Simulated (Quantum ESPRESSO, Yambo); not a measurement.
CaS (rock salt, space group Fm-3m, No. 225) under isotropic strain (on all lattice vectors), counted from the cell relaxed with PBEsol, atoms relaxed at each step. norm-conserving PBEsol (Quantum ESPRESSO, 68 Ry, no spin-orbit coupling); G0W0 in Yambo (4×4×4 Γ-centred k mesh, 103 bands and a 10 Ry block in the screening, 103 bands in G with the Bruneval-Gonze terminator, plasmon pole fitted at 27.2 eV).

```json
[
 {"strain s (%)": "-3", "PBEsol direct gap at X (eV)": "2.798", "G0W0 direct gap at X (eV)": "4.769"},
 {"strain s (%)": "-1.5", "PBEsol direct gap at X (eV)": "2.910", "G0W0 direct gap at X (eV)": "4.919"},
 {"strain s (%)": "-0.7", "PBEsol direct gap at X (eV)": "2.962", "G0W0 direct gap at X (eV)": "4.991"},
 {"strain s (%)": "0", "PBEsol direct gap at X (eV)": "3.003", "G0W0 direct gap at X (eV)": "5.036"},
 {"strain s (%)": "+1", "PBEsol direct gap at X (eV)": "3.056", "G0W0 direct gap at X (eV)": "5.106"},
 {"strain s (%)": "+2", "PBEsol direct gap at X (eV)": "?", "G0W0 direct gap at X (eV)": "?"}
]
```

Question: Fit a parabola in s to each column by least squares and predict the withheld row.

Answer: PBEsol: E = 3.003 + 0.0564 s − 0.0040 s² (largest residual 1 meV), giving 3.100 eV at s = +2; the run gave 3.102 eV, a miss of 2 meV. G0W0: E = 5.040 + 0.0709 s − 0.0065 s² (largest residual 5 meV), giving 5.156 eV at s = +2; the run gave 5.161 eV, a miss of 5 meV. The withheld row lies outside the fitted range, so this is an extrapolation. The GW settings are held fixed; their convergence isn't established. The screening block changes size along the series (169 vectors at -3 %, 181 vectors at -1.5 %, 181 vectors at -0.7 %, 181 vectors at +0 %, 181 vectors at +1 %, 181 vectors at +2 %), which puts steps into the G0W0 values.
